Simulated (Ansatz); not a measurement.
Property card for TaP

TaP:
```
TaP
1.0
    3.28256     0.00000     0.00000
   -1.64128     2.84278     0.00000
    0.00000     0.00000     3.31700
Ta P
1 1
Direct
  0.66667   0.33333   0.00000
  0.00000   0.00000   0.50000
```

Space group P-6m2 (No. 187); conventional cell a = b = 3.2826 Å, c = 3.3170 Å, α = β = 90.00°, γ = 120.00°.

Method: PBEsol in the plane-wave PAW code Ansatz. Structure relaxed to zero pressure with the same functional. Other levels are named where they apply.

Cell and energy:

Volume per atom: 15.48 Å³
Density: 11.37 g/cm³
Formation energy from the elements (no fitted shifts): -99 kJ/mol of atoms

Electronic structure:

- Electronic character: metallic (no gap)
- Density of states at the Fermi level: 0.14 states/eV per atom (mean over ±0.08 eV)
- Gap with spin–orbit coupling: none (metallic)

Mechanics:

- Bulk modulus (Birch–Murnaghan fit): 210 GPa
- Pressure derivative B′: 4.1
- Elastic constants (relaxed ions, GPa): C11 = 310, C12 = 124, C13 = 169, C33 = 446, C44 = 215
- Mechanical stability: stable (all eigenvalues of C positive)
- Hill bulk and shear moduli: 216 and 134 GPa
- Young's modulus: 333 GPa
- Poisson's ratio: 0.24
- Debye temperature from the elastic constants: 455 K

Phonons:

Highest zone-centre frequency: 368 cm⁻¹
Zone-centre stability: no imaginary mode at Γ

The first step of the workflow began from a Materials Project structure, measured or hypothetical; the Crystallography Open Database copy checked does not list it. COD files the formula under space group No. 141. Its standing as an ambient phase is unchecked. Symmetry was held in the PBEsol relaxation. No spin polarisation was allowed. As this level gives no gap, shear constants depend on the k-mesh and smearing (Fermi–Dirac, 0.1 eV here). As this level gives no gap, phonon frequencies hold no LO–TO term and depend on the k-mesh and smearing (Fermi–Dirac, 0.1 eV here). The references are the lowest solids computed at this level, not always the standard phases. Scalar-relativistic: spin–orbit coupling is off unless named, which matters more the heavier the elements.

Potentials: the earlier of the program's two PAW sets. The files were generated under PBE; for other functionals the program regenerates the frozen cores, and for LDA and PBEsol the local potential too.
